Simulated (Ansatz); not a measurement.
According to the program Ansatz at the r²SCAN level (PAW), ScMo3C in the anti-perovskite structure (Pm-3m) relaxes to a = 4.217 Å. Sc has 12 nearest neighbours from 2.98 Å (cuboctahedral); C has 6 nearest neighbours from 2.11 Å (octahedral). Its formation energy from the elements is 0.063 eV/atom, with no fitted shifts.

Electronic character: metallic (no gap). Gap from r²SCAN with spin–orbit coupling: none (metallic).

An equation-of-state fit gives a bulk modulus of 222 GPa. The relaxed-ion elastic constants in GPa are C11 = 346, C12 = 158, C44 = 32.0. The elastic constants imply a Debye temperature near 350 K. Bader charges are Sc +1.46, Mo +0.11, C -1.79 e.

The start of the workflow was typed in or built on a structure type; neither database checked (COD, Materials Project) lists it. Its standing as an ambient phase is unchecked. The r²SCAN relaxation kept the symmetry of its start; its stability against distortions is not shown here. No spin polarisation was allowed. As this level gives no gap, shear constants depend on the k-mesh and smearing (Fermi–Dirac, 0.1 eV here). The references are the lowest solids computed at this level, not always the standard phases. Spin–orbit coupling is left out wherever it is not named.

Potentials: the later of the program's two PAW sets.
